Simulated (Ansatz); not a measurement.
SnTe2 (R-3m) was relaxed and computed twice in Ansatz (plane waves, PAW), once with LDA and once with r²SCAN+D4.

```tsv
	run 1	run 2
cell	a = b = 4.165 Å, c = 19.211 Å, α = β = 90.00°, γ = 120.00°	a = 4.0999 Å, b = 4.0999 Å, c = 18.2748 Å, α = 90.00°, β = 90.00°, γ = 120.00°
ΔH_f (eV/atom)	-0.13	-0.10
```

### Question
Which run used which functional?

### Answer
Run 1 is r²SCAN+D4, run 2 is LDA.

Constructed cells (a structure type filled with these elements, in neither database checked): SnTe2, R-3m (Sn on 3a, Te on 6c). Weakly bound layers, chains or molecules computed without a dispersion correction, so cells and soft constants are ill determined: SnTe2, R-3m (Sn on 3a, Te on 6c) with LDA. All cells were relaxed under the symmetry of their starts (and spin orders); stability against distortions was not tested throughout. Spin–orbit coupling is left out wherever it is not named.

Potentials: the later of the program's two PAW sets.

Ansatz (a quantum-chemistry and plane-wave program) is a plane-wave DFT program.

Formation energies count from the lowest solids of the elements computed at the same level, not from gases.
